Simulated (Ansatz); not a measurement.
# Property card for SiRh

SiRh:
```xyz
8
Lattice="4.6724 0.0000 0.0000 0.0000 4.6724 0.0000 0.0000 0.0000 4.6724" Properties=species:S:1:pos:R:3 pbc="T T T"
Si     0.7376     1.5986     3.0738
Si     1.5986     3.0738     0.7376
Si     3.0738     0.7376     1.5986
Si     3.9348     3.9348     3.9348
Rh     3.9596     3.0490     1.6234
Rh     3.0490     1.6234     3.9596
Rh     1.6234     3.9596     3.0490
Rh     0.7128     0.7128     0.7128
```

Space group P2_13 (No. 198); conventional cell a = b = c = 4.672 Å, α = β = γ = 90.00°.

Method: plane-wave PAW PBEsol (Ansatz code). The cell and atoms are relaxed at this level. Other levels are named where they apply.

Cell and energy:

* **Volume per atom**: 12.75 Å³
* **Density**: 8.53 g/cm³
* **Formation energy from the elements (no fitted shifts)**: -886 meV/atom

Electronic structure:

- Electronic character: metallic (no gap)
- Density of states at the Fermi level: 0.12 states/eV per atom (mean over ±0.08 eV)
- Gap with spin–orbit coupling: none (metallic)

Mechanics:

Elastic constants (relaxed ions, GPa): C11 = 361, C12 = 190, C44 = 102
Mechanical stability: stable (all eigenvalues of C positive)
Hill bulk and shear moduli: 247 and 95.3 GPa
Young's modulus: 253 GPa
Poisson's ratio: 0.33
Debye temperature from the elastic constants: 478 K

Charges:

- Bader charges = Si +0.81, Rh -0.81 e

The workflow started from a Materials Project entry (that database holds measured and hypothetical structures alike); the Crystallography Open Database copy checked does not list it. COD files the formula under space group No. 14, so this cell is another polymorph or a model. Whether it is the stable phase at ambient conditions was not checked. The cell was relaxed with PBEsol under the symmetry of its start; whether a distortion lowers the energy is not shown. No spin polarisation was allowed. As this level gives no gap, shear constants depend on the k-mesh and smearing (Fermi–Dirac, 0.1 eV here). The references are the lowest solids computed at this level, not always the standard phases. Spin–orbit coupling is left out wherever it is not named.

Potentials: the later of the program's two PAW sets.
